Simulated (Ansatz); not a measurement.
Y2H2C:
```
CELL_PARAMETERS angstrom
      3.66498     0.00000     0.00000
     -1.83249     3.17396     0.00000
      0.00000     0.00000     6.00518
ATOMIC_POSITIONS crystal
  H  0.33333 0.66667 0.61024
  H  0.66667 0.33333 0.38976
  Y  0.33333 0.66667 0.22453
  Y  0.66667 0.33333 0.77547
  C  0.00000 0.00000 0.00000
```

Relaxed with r²SCAN.

Question: Map the electron localisation function on the plane through (0.333, 0.667, 0.610) spanned by u = [0, 0, 1] and v = [1, -1, 0] in lattice vectors, from r²SCAN in the plane-wave PAW code Ansatz.

Answer: x is the fraction of u, y of v (the angle between them is 90°; rows are the nearest grid lines); atoms in the plane: H at (0.00, 0.00), H at (0.78, 0.33), Y at (0.61, 0.00), Y at (0.17, 0.33), C at (0.39, 0.67).
```
|9999841100000278863368862159999|
|9999841001000268875578861059999|
|9997311123321026788888630038999|
|9874111245553112577776410026899|
|3210123577887753111100000001233|
|1001135678888876421000000000011|
|0001356778777777754210000000000|
|0124567787400267877643100000000|
|0124677887300267877653100000000|
|0001246777766778776421000000000|
|0000013567888887764310000000000|
|0000001236788877653100112210000|
|0146776421235665311124788862000|
|1478888762112443211258999984001|
|2688888885100121101479999996102|
|4787435887400000013799999997114|
|4787535887400000013699999997114|
|2688888875100000000258999995102|
|0368888752000000000013688862000|
|0125665310000000000100124321000|
|7521000000000002578886310013677|
|9985200000000026888888630027999|
|9999741000000268875578861059999|
|9999841100000278863368862159999|
```
Scale: ten equal steps from 0.019 (start of '0') to 1.00 (end of '9'), in the order '0123456789'; x runs from 0.000 to 1.00, y from 0.000 (bottom) to 1.00 (top).

The density is the valence pseudo-density with augmentation charge, so density and ELF within about 1 Å of a nucleus are not all-electron values.

Space group P-3m1. The workflow started from an entry of the Crystallography Open Database (COD). Whether it is the stable phase at ambient conditions was not checked. Symmetry was held in the r²SCAN relaxation; whether a distortion lowers the energy is not shown. The run is not spin-polarised.

Potentials: the later of the program's two PAW sets.
